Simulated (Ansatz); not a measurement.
Ca:
```xyz
4
Lattice="3.9211 0.0000 0.0000 -1.9605 3.3958 0.0000 0.0000 0.0000 12.8558" Properties=species:S:1:pos:R:3 pbc="T T T"
Ca     0.0000     0.0000     0.0000
Ca     0.0000     0.0000     6.4279
Ca     0.0000     2.2638     3.2139
Ca     1.9605     1.1319     9.6418
```

Relaxed with r²SCAN+D4. Special points in fractions of this cell's reciprocal vectors: Γ (0.000, 0.000, 0.000); M (0.500, 0.000, 0.000); K (0.333, 0.333, 0.000); A (0.000, 0.000, 0.500); L (0.500, 0.000, 0.500); H (0.333, 0.333, 0.500).

Task: List the band energies nearest the Fermi level at these points for the program Ansatz at the r²SCAN+D4 level (PAW).

Result: In eV from the Fermi level; about four levels below and three above (degenerate sets whole), none deeper than 8.9 eV; points with the same levels are listed once.

| k | below | above |
|---|---|---|
| Γ | -3.25 -3.25 -1.00 -0.36 | 1.58 1.59 2.53 2.53 |
| M | -0.64 -0.59 -0.10 0.00 | 0.55 0.59 1.27 |
| K | -0.26 -0.26 -0.24 | 0.21 0.21 0.37 |
| A | -4.04 -4.04 -2.08 -2.08 | 0.60 0.60 2.32 2.32 |
| L | -0.97 -0.97 -0.71 -0.71 | 0.06 0.06 0.54 0.54 |
| H | -0.07 -0.07 -0.05 -0.05 | 0.70 0.70 0.99 0.99 |

Space group P6_3/mmc (dhcp (α-La type)). The workflow started from a Materials Project entry (that database holds measured and hypothetical structures alike); the Crystallography Open Database files this formula in space group No. 194, but the cells were not matched. It is not the phase usual at ambient conditions (space group No. 225). Symmetry was held in the r²SCAN+D4 relaxation; its stability against distortions is not shown here. The pairwise dispersion correction was not fitted to metals.

Potentials: the later of the program's two PAW sets.
